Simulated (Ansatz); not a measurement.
LiNbO₃:
```cif
data_Li6Nb6O18
_chemical_formula_sum 'Li6 Nb6 O18'
_space_group_name_H-M_alt 'R-3 :H'
_space_group_IT_number 148
_space_group_name_Hall '-R 3'
_cell_length_a 5.19518
_cell_length_b 5.19518
_cell_length_c 14.17928
_cell_angle_alpha 90.000
_cell_angle_beta 90.000
_cell_angle_gamma 120.000
loop_
_atom_site_label
_atom_site_type_symbol
_atom_site_symmetry_multiplicity
_atom_site_Wyckoff_symbol
_atom_site_fract_x
_atom_site_fract_y
_atom_site_fract_z
_atom_site_occupancy
Li1 Li 6 c 0.00000 0.00000 0.35680 1
Nb1 Nb 6 c 0.00000 0.00000 0.14447 1
O1 O 18 f 0.35013 0.04566 0.08878 1
```
(The calculation used a cell of 10 atoms; values per cell refer to that cell.)

Relaxed at zero pressure with PBEsol (plane waves, PAW; program Ansatz).

Q: The volume is lowered by 6 % and shape and atoms relax at that volume. What pressure results, and how do the axes share the change?

A: 5.8 GPa; a -1.3 %, b -1.3 %, c -3.5 %; the energy rises by 11 meV/atom.

Q: Give the new structure.

A: 
Space group R-3, hexagonal axes (No. 148); a = b = 5.126 Å, c = 13.689 Å, α = β = 90.00°, γ = 120.00°

```
atom  site  symmetry       x       y       z
----  ----  --------  ------  ------  ------
Li      6c        3.  0.0000  0.0000  0.3573
Nb      6c        3.  0.0000  0.0000  0.1431
O      18f         1  0.3530  0.0413  0.0868
```

The phase is kept; no other phase was compared at this pressure.

The first step of the workflow began from a Materials Project structure, measured or hypothetical; the Crystallography Open Database files this formula in space group No. 148, but the cells were not matched. It is not the phase usual at ambient conditions (space group No. 161). The cell was relaxed with PBEsol under the symmetry of its start; whether a distortion lowers the energy is not shown. No spin polarisation was allowed.

Potentials: the later of the program's two PAW sets.
